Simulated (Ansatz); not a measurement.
Given:

InSb:
```xyz
8
Lattice="4.6025 0.0000 0.0000 -2.3012 3.9859 0.0000 0.0000 0.0000 15.0925" Properties=species:S:1:pos:R:3 pbc="T T T"
In     2.3012     1.3286    15.0911
Sb     2.3012     1.3286     2.8328
In     0.0000     0.0000     3.7783
Sb     0.0000     0.0000     6.5962
In     0.0000     2.6572     7.5448
Sb     0.0000     2.6572    10.3791
In     0.0000     0.0000    11.3246
Sb     0.0000     0.0000    14.1425
```

This is the PBEsol-relaxed structure.

**Question.** All from PBEsol in the plane-wave PAW code Ansatz, unless another level is named. Give the electronic character.

**Answer.** no gap, with almost no states at the Fermi level (zero-gap or semimetallic).

**Question.** What about the HSE06 gap on the PBEsol cell?

**Answer.** 0.42 eV (a hybrid on a coarse mesh can open a false gap in a semimetal).

**Question.** Predict the formation energy from the elements (no fitted shifts).

**Answer.** -0.072 eV/atom.

**Question.** What about the gap with spin–orbit coupling?

**Answer.** none (metallic).

Space group P6_3mc. The start of the workflow was typed in or built on a structure type; neither database checked (COD, Materials Project) lists it. It is not the phase usual at ambient conditions (space group No. 216). The cell was relaxed with PBEsol under the symmetry of its start; of distortions, only those at the zone centre were tested. The references are the lowest solids computed at this level, not always the standard phases. Scalar-relativistic: spin–orbit coupling is off unless named, which matters more the heavier the elements.

Potentials: the later of the program's two PAW sets.
